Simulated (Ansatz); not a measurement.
SiCO₄:
```
CELL_PARAMETERS angstrom
     -2.21434     2.21434     3.29953
      2.21434    -2.21434     3.29953
      2.21434     2.21434    -3.29953
ATOMIC_POSITIONS crystal
  Si 0.00000 0.00000 0.00000
  C  0.75000 0.25000 0.50000
  O  0.41277 0.27263 0.42198
  O  0.85065 0.99080 0.57802
  O  0.72737 0.14935 0.14015
  O  0.00920 0.58723 0.85985
```

Relaxed with PBE. Special points in fractions of this cell's reciprocal vectors: Γ (0.000, 0.000, 0.000); X (0.000, 0.000, 0.500); P (0.250, 0.250, 0.250); N (0.000, 0.500, 0.000); M (0.500, 0.500, -0.500); S (0.363, 0.637, -0.363); S0 (-0.363, 0.363, 0.363); R (-0.225, 0.225, 0.500); G (0.500, 0.500, -0.225).

List the band energies nearest the valence-band maximum at these points for DFT-PBE in the program Ansatz with PAW potentials.

In eV from the valence-band maximum; about four levels below and three above (degenerate sets whole), none deeper than 8.9 eV; points with the same levels are listed once.

```json
[
 {"k": "Γ", "below": "-1.14 -1.14 -0.95 -0.29 -0.29", "above": "6.89 8.39 10.18 10.18"},
 {"k": "X", "below": "-1.03 -0.38 -0.22 -0.18", "above": "8.71 9.00 9.25"},
 {"k": "P", "below": "-0.95 -0.56 -0.36 -0.21", "above": "8.85 8.86 9.12"},
 {"k": "N", "below": "-1.21 -0.82 -0.33 -0.06", "above": "8.23 9.23 9.71"},
 {"k": "M", "below": "-2.08 -2.08 -1.21 0.00 0.00", "above": "9.36 9.36 9.40"},
 {"k": "S", "below": "-1.29 -1.01 -0.17 -0.13", "above": "8.69 9.11 9.65"},
 {"k": "R", "below": "-1.14 -0.66 -0.25 -0.17", "above": "8.70 9.22 9.30"}
]
```

Space group I-4. The start of the workflow was typed in or built on a structure type; neither database checked (COD, Materials Project) lists it. Whether it is the stable phase at ambient conditions was not checked. The cell was relaxed with PBE under the symmetry of its start; its stability against distortions is not shown here. The volume moved by 18 % from the start of the relaxation.

Potentials: the later of the program's two PAW sets.
